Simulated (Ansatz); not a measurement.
A geometry of KAg2AsO4 away from equilibrium: step 2 of the relaxation of a generated trial cell of KAg2AsO4 in the AFLOW prototype A2BC4D_tI16_121_d_a_i_b (H2_6, as in FeCu2SnS4). Computed with r2SCAN (plane waves to 500 eV, PAW, scalar-relativistic; Ansatz, a first-principles code). Γ-centred k-mesh 7×7×7 on the run's cell (coarser than for final values), Fermi–Dirac smearing 0.05 eV.

```xyz
8
Lattice="-2.5552 2.5552 5.0134 2.5552 -2.5552 5.0134 2.5552 2.5552 -5.0134" Properties=species:S:1:pos:R:3:forces:R:3 pbc="T T T" free_energy=-23882.145 pressure_GPa=-2.3
Ag     2.5552     0.0000     2.5067    0.0000    0.0000    0.0000
Ag     0.0000     2.5552     2.5067    0.0000    0.0000    0.0000
K      0.0000     0.0000     0.0000    0.0000    0.0000    0.0000
O      1.1653    -1.1653     6.3209   -2.4258    2.4258   -1.8858
O      1.3899     1.3899    -1.3075    2.4258    2.4258    1.8858
O      1.1653     1.1653     3.7060   -2.4258   -2.4258    1.8858
O     -1.1653     1.1653     6.3209    2.4258   -2.4258   -1.8858
As     0.0000     0.0000     5.0134    0.0000    0.0000    0.0000
```

Positions in Å, forces in eV/Å, free energy of the cell in eV (comparable only within this code, potentials and settings). Largest force: 3.91 eV/Å, on O4, O5, O6, O7 (atoms numbered as listed); the geometry lies 0.74 eV/atom above the end of its relaxation.

No spin polarisation in the result.

The run could not lose the symmetry of its start.

The first start was generated by placing the elements on the sites of a structure type. Materials Project lists a structure of KAg2AsO4 in the same space group, I-42m (No. 121); the sites were not compared with it, nor with measured phases.
